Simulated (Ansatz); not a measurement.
Mo₃Si (A15, Cr3Si type)

```
Mo3Si
1.0
    4.88448     0.00000     0.00000
    0.00000     4.88448     0.00000
    0.00000     0.00000     4.88448
Si Mo
2 6
Cartesian
  2.44224   2.44224   2.44224
  0.00000   0.00000   0.00000
  0.00000   2.44224   1.22112
  0.00000   2.44224   3.66336
  1.22112   0.00000   2.44224
  3.66336   0.00000   2.44224
  2.44224   1.22112   0.00000
  2.44224   3.66336   0.00000
```

This relaxed cell (volume V₀) is scaled evenly in all directions, its shape held. Symmetry pins the atoms to their sites.

The numbers are results of r2SCAN (plane waves to 500 eV, PAW, scalar-relativistic; Ansatz, a quantum-chemistry and plane-wave program), not measurements. k mesh 10×10×10 (Γ-centred), Fermi-Dirac smearing 0.05 eV. Compression counts positive. Mo3Si is run without spin polarisation. Mo3Si was relaxed with its symmetry unable to fall.

At one point of the scan the stress tensor (GPa) is:

```
   -8.1      0.0      0.0
    0.0     -8.1      0.0
    0.0      0.0     -8.1
```

Task: Which point is it?
A) V/V₀ = 1.083
B) V/V₀ = 1.067
C) V/V₀ = 1.033
D) V/V₀ = 1.017

Result: C, V/V₀ = 1.033

(A scan under strain: stresses follow from slopes of the energy per volume, elastic moduli from its curvatures.)
